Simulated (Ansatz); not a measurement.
ZrPbO3:
```cif
data_O18Pb6Zr6
_chemical_formula_sum 'Pb6 Zr6 O18'
_space_group_name_H-M_alt 'R3c :H'
_space_group_IT_number 161
_space_group_name_Hall 'R 3 -2"c'
_cell_length_a 5.88325
_cell_length_b 5.88325
_cell_length_c 14.57979
_cell_angle_alpha 90.000
_cell_angle_beta 90.000
_cell_angle_gamma 120.000
loop_
_atom_site_label
_atom_site_type_symbol
_atom_site_symmetry_multiplicity
_atom_site_Wyckoff_symbol
_atom_site_fract_x
_atom_site_fract_y
_atom_site_fract_z
_atom_site_occupancy
Pb1 Pb 6 a 0.00000 0.00000 0.28919 1
Zr1 Zr 6 a 0.00000 0.00000 0.01541 1
O1 O 18 b 0.13873 0.34966 0.08189 1
```
(The calculation used a cell of 10 atoms; values per cell refer to that cell.)

Relaxed with r²SCAN. r²SCAN (plane waves, PAW; program Ansatz) gives a gap of 3.54 eV.

Problem. What gap does HSE06 give on the same cell (Ansatz, PAW)?

Solution. 4.13 eV, 0.60 eV more. The hybrid was solved on a coarser mesh and at special points; the gap given is the minimum over both.

Cost on shared cores: the r²SCAN run (SCF on a 6×6×6 mesh, then bands and DOS) around 9 core-minutes (rough), the HSE06 run (SCF on 4×4×4, then a few points) roughly 5 core-minutes; the tasks are unlike.

The start of the workflow was typed in or built on a structure type; neither database checked (COD, Materials Project) lists it. COD files the formula under space group No. 38, 55. Its standing as an ambient phase is unchecked. Symmetry was held in the r²SCAN relaxation; its stability against distortions is not shown here. No spin polarisation was allowed. Scalar-relativistic: spin–orbit coupling is off unless named, which matters more the heavier the elements.

Potentials: the earlier of the program's two PAW sets. The files were generated under PBE; for other functionals the program regenerates the frozen cores, and for LDA and PBEsol the local potential too.
